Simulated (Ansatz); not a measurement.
Relaxed-ion elastic tensor of ScOF in space group P2_1/c (No. 14; Sc on 4e, O on 4e, F on 4e) in GPa (Voigt order), the program Ansatz at the r²SCAN level (PAW); density 3.87 g/cm³, 11.44 Å³ per atom.

```json
[
 {"": "1", "1": "241", "2": "105", "3": "92.0", "4": "0.0", "5": "36.9", "6": "0.0"},
 {"": "2", "1": "105", "2": "309", "3": "92.1", "4": "0.0", "5": "-6.2", "6": "0.0"},
 {"": "3", "1": "92.0", "2": "92.1", "3": "289", "4": "0.0", "5": "-16.7", "6": "0.0"},
 {"": "4", "1": "0.0", "2": "0.0", "3": "0.0", "4": "67.3", "5": "0.0", "6": "-7.0"},
 {"": "5", "1": "36.9", "2": "-6.2", "3": "-16.7", "4": "0.0", "5": "52.6", "6": "0.0"},
 {"": "6", "1": "0.0", "2": "0.0", "3": "0.0", "4": "-7.0", "5": "0.0", "6": "71.0"}
]
```

Task: Is the crystal mechanically stable?

Result: Yes: the smallest eigenvalue of C is 38.8 GPa.

Task: Work out the Voigt, Reuss and Hill averages.

Result: K_V = 158, K_R = 154, K_H = 156; G_V = 74.8, G_R = 63.8, G_H = 69.3 GPa.

Task: Give Young's modulus, Poisson's ratio, Pugh's ratio and the universal anisotropy index.

Result: E = 9KG/(3K + G) = 181 GPa; ν = 0.31; K/G = 2.25 (ductile by the Pugh limit of 1.75); A_U = 5G_V/G_R + K_V/K_R − 6 = 0.88.

Task: Estimate the sound speeds and the Debye temperature.

Result: v_l = √((K + 4G/3)/ρ) = 8010 m/s, v_t = √(G/ρ) = 4230 m/s, mean 4730 m/s; Θ = (h/k)(3n/4πV)^(1/3) v_m = 625 K.

Task: How much does each axis shrink under pressure?

Result: Linear compressibilities β_i = Σ_j S_ij (j = 1 to 3): x 2.9, y 1.7, z 2.0 per TPa.

The workflow started from a Materials Project entry (that database holds measured and hypothetical structures alike); the Crystallography Open Database copy checked does not list it. Its standing as an ambient phase is unchecked. The cell was relaxed with r²SCAN under the symmetry of its start; of distortions, only those at the zone centre were tested. No spin polarisation was allowed.

Potentials: the later of the program's two PAW sets.
